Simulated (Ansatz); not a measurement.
# Ba2BiSb2 in Ansatz, relaxation

The command:

```bash
ansatz run input.yaml --threads 2 --pin off --max-ram 2560MiB --backend cpu --events-out ev --progress --plain --runs-dir out
```

The input file (Ansatz 0.2.0, plane waves):

```yaml
crystal:
  lattice:
    - [-2.42321097, 3.87897416, 4.99516691]
    - [2.42321097, -3.87897416, 4.99516691]
    - [2.42321097, 3.87897416, -4.99516691]
  atoms:
    - { symbol: Bi, position: [0.0, 0.0, 0.0] }
    - { symbol: Ba, position: [0.72021, 0.22021, 0.5] }
    - { symbol: Ba, position: [0.27979, 0.77979, 0.5] }
    - { symbol: Sb, position: [0.7016, 0.5, 0.2016] }
    - { symbol: Sb, position: [0.2984, 0.5, 0.7984] }
  symmetry: { tolerance: 0.0003 }
kpoints:
  mp_grid: { grid: [6, 6, 6], shift: [0, 0, 0] }
magnetization:
  spin_polarized: false
scf:
  occupations: { method: fermi_dirac }
  lower_state_search: "off"
hamiltonian:
  pseudopotentials: { kind: paw }
  xc: r2scan
basis:
  ecutwfc: 500
  fft_grid_basis: typed
relax:
  max_steps: 60
  cell: { p_target: 0.0 }
output:
  forces: true
  stress: true
  eigenvalues: true
  bader: true
  populations: true
  elf: true
  write_potential: true
  volumetric_format: npy
  dos:
    e_range: [-12, 8]
    de: 0.05
    projected: { site_lists: { Ba: [Ba], Bi: [Bi], Sb: [Sb] } }
  write_density: true
checkpoint:
  read: saved_state
```

Origin of the cell: a database entry, scaled a little.

The smearing width isn't typed, so it takes its default of 0.1 eV.

The saved state is a converged single point of the same cell.

Steps («new basis» is an SCF on plane waves selected anew at the same cell):

```
step  ΔF (meV/atom)  max force component (eV/Å)  P (GPa)  volume (Å³)  SCF iterations   step was
   1            0.0                       0.018    -0.23       187.81               6   accepted
   2           -2.6                       0.026     0.03       186.45               6   accepted
   3           -2.7                       0.002    -0.01       186.64               5   accepted
   4           -2.7                       0.002    -0.01       186.64               7  new basis
```

The starting structure.

Space group Immm (No. 71); the run's cell has a = 6.773 Å, b = 6.773 Å, c = 6.773 Å, α = 138.07°, β = 110.12°, γ = 84.96°. Shortest distances: Sb–Sb 3.13 Å, Bi–Sb 3.35 Å.

After:

Space group Immm (No. 71); the run's cell has a = 6.788 Å, b = 6.788 Å, c = 6.788 Å, α = 138.47°, β = 111.29°, γ = 83.58°. Shortest distances: Sb–Sb 3.10 Å, Bi–Sb 3.32 Å.

```yaml
crystal:
  lattice:
    - [-2.40669, 3.83053, 5.06122]
    - [2.40669, -3.83053, 5.06122]
    - [2.40669, 3.83053, -5.06122]
  atoms:
    - { symbol: Bi, position: [0.00000, 0.00000, 0.00000] }
    - { symbol: Ba, position: [0.72007, 0.22007, 0.50000] }
    - { symbol: Ba, position: [0.27993, 0.77993, 0.50000] }
    - { symbol: Sb, position: [0.70216, 0.50000, 0.20216] }
    - { symbol: Sb, position: [0.29784, 0.50000, 0.79784] }
```

* Free energy lowered by: 2.7 meV/atom
* Volume change: -0.63 %
* Final pressure: -0.01 GPa
* Relaxation steps listed: 4
* Formation energy (elements under the same functional, gases as molecules, uncorrected): -1.010 eV/atom

Caveats: no moments, though an odd count or open d shells may carry them; no spin-orbit coupling, though heavy elements are present; the relaxation held the start's symmetry, so the end may be a saddle point.

Time: 2.3 min on 2 threads of Arm Neoverse V1, with other jobs on the host, peak memory 1.3 GiB, from a saved density.
